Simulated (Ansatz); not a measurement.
Input:

Y:
```xyz
2
Lattice="3.6860 0.0000 0.0000 -1.8430 3.1922 0.0000 0.0000 0.0000 5.6931" Properties=species:S:1:pos:R:3 pbc="T T T"
Y      0.0000     2.1281     4.2699
Y      1.8430     1.0641     1.4233
```

This is the r²SCAN-relaxed structure. x, y and z are the axes in which the lattice vectors are written.

Problem. All from r²SCAN in the plane-wave PAW code Ansatz, unless another level is named. Predict the Debye temperature from the elastic constants.

Solution. 241 K.

Problem. Next, the elastic constants (relaxed ions, GPa)?

Solution. C11 = 74.9, C12 = 28.8, C13 = 20.0, C33 = 75.5, C44 = 23.6.

Space group P6_3/mmc (hcp (Mg type)). The cell was relaxed with r²SCAN under the symmetry of its start; of distortions, only those at the zone centre were tested. The run is not spin-polarised. As this level gives no gap, shear constants depend on the k-mesh and smearing (Fermi–Dirac, 0.1 eV here). On the denser mesh and wider smearing of the elastic run this cell carries a stress of 0.3 GPa.

Potentials: the later of the program's two PAW sets.
